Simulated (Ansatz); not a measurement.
Hf2SiN:
```xyz
8
Lattice="3.2025 0.0000 0.0000 -1.6013 2.7734 0.0000 0.0000 0.0000 13.2867" Properties=species:S:1:pos:R:3 pbc="T T T"
Si     0.0000     1.8490     9.9650
Si     1.6013     0.9245     3.3217
Hf     0.0000     1.8490     1.2806
Hf     1.6013     0.9245     7.9240
Hf     1.6013     0.9245    12.0061
Hf     0.0000     1.8490     5.3628
N      0.0000     0.0000     0.0000
N      0.0000     0.0000     6.6434
```

Relaxed with r²SCAN. Special points in fractions of this cell's reciprocal vectors: Γ (0.000, 0.000, 0.000); M (0.500, 0.000, 0.000); K (0.333, 0.333, 0.000); A (0.000, 0.000, 0.500); L (0.500, 0.000, 0.500); H (0.333, 0.333, 0.500).

**Question.** List the band energies nearest the Fermi level at these points for the program Ansatz at the r²SCAN level (PAW).

**Answer.** In eV from the Fermi level; about four levels below and three above (degenerate sets whole), none deeper than 8.9 eV; points with the same levels are listed once.

| k | below | above |
|---|---|---|
| Γ | -5.29 -5.29 -5.01 -2.74 -1.61 | 0.46 0.52 0.52 |
| M | -3.37 -2.80 -2.80 -2.42 | 0.52 0.75 1.01 |
| K | -3.53 -3.53 -3.14 -3.14 -0.96 | 0.00 0.85 0.85 |
| A | -4.02 -4.02 -0.43 -0.43 | 0.63 0.63 0.63 0.63 |
| L | -3.12 -3.12 -2.53 -2.53 | 0.75 0.75 0.82 0.82 |
| H | -3.05 -3.05 -0.53 -0.53 | 0.80 0.80 1.99 1.99 |

Space group P6_3/mmc. The start of the workflow was typed in or built on a structure type; neither database checked (COD, Materials Project) lists it. Its standing as an ambient phase is unchecked. Symmetry was held in the r²SCAN relaxation; its stability against distortions is not shown here. No spin polarisation was allowed. Spin–orbit coupling is left out wherever it is not named.

Potentials: the earlier of the program's two PAW sets.
